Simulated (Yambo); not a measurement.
Yambo run on WS2 (space group P6_3/mmc, No. 194). The wavefunctions are norm-conserving LDA (Quantum ESPRESSO, 70 Ry, no spin-orbit coupling) ones on a 6×6×1 mesh (26 occupied bands); a = 3.184 Å, b = 3.184 Å, c = 12.978 Å, α = 90.00°, β = 90.00°, γ = 120.00°.

Yambo input:

```
rim_cut
gw0
dyson
el_el_corr
HF_and_locXC
ppa
em1d
RandQpts= 1000000
RandGvec= 1 Ry
EXXRLvcs= 70 Ry
VXCRLvcs= 280 Ry
Chimod= "HARTREE"
% BndsRnXp
 3 | 215 |
%
NGsBlkXp= 3 Ry
% LongDrXp
 1.0 | 1.0 | 1.0 |
%
PPAPntXp= 27.2114 eV
% GbndRnge
 1 | 215 |
%
GTermKind= "BG"
DysSolver= "n"
ExtendOut
% QPkrange
 1 | 1 | 26 | 26 |
 5 | 5 | 27 | 27 |
 7 | 7 | 26 | 27 |
%
```

k points by index: 1 = Γ, 5 = (0.167, 0.167, 0), 7 = K.

Resulting energies as the program prints them:

```
#    K-point    Band    Eo [eV]    E [eV]    E-Eo [eV]    Vxc [eV]    Vnlxc [eV]    Sc|Eo [eV]    Sc|E [eV]    dSc/dw|Eo [eV]    Re(Z)    Im(Z)
#
    1    26    0.000000    0.258969    0.258969    -15.48286    -15.89496    0.736856    0.671068    -6.913784    0.797397    -0.001270
    5    27    1.149414    1.727579    0.578165    -14.04274    -9.907456    -3.416842    -3.557122    -6.601314    0.804766    -0.001233
    7    26    -0.496383    -0.218064    0.278318    -15.45971    -15.77146    0.660176    0.590064    -6.855783    0.798755    -0.001255
    7    27    1.222017    2.068783    0.846767    -16.38483    -11.99807    -3.329029    -3.539994    -6.778802    0.800564    -0.001260
```
(The two width columns are left out.) Convergence of these settings isn't established.

Geometry of the Materials Project entry, not relaxed at this level.

The distance between layers or molecules is the database entry's, not relaxed here. Functionals without dispersion can leave it too large, which widens gaps and weakens the response across layers: the numbers belong to this cell.
